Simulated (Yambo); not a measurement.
A BSE run in Yambo for Sr2RuH6 (space group Fm-3m, No. 225) (PBEsol bands; 6×6×6 mesh, 8 valence and 6 conduction bands, static screening with 61 bands and a 3 Ry block, scissor 1.30 eV, Tamm-Dancoff; field along x) gives:

```
state  energy (eV)  states within 2 meV  relative strength  class
-----  -----------  -------------------  -----------------  -----
1             2.66                    3               0.02   dark
2             3.00                    3             < 0.01   dark
3             3.21                    3             < 0.01   dark
4             3.22                    3             < 0.01   dark
5             3.29                    2             < 0.01   dark
```

Question: What changes when the window shrinks to 6 valence and 3 conduction bands?

Answer: The lowest state goes from 2.661 eV to 2.695 eV, and its distance below the direct gap from 0.807 eV to 0.773 eV. These are vertical excitations (zero momentum). The scissor comes from a G0W0 run whose convergence isn't established.

Spin-orbit coupling is not included.

Geometry of the Materials Project entry, not relaxed at this level; primitive cell a = 5.374 Å, b = 5.374 Å, c = 5.374 Å, α = 60.00°, β = 60.00°, γ = 60.00°.
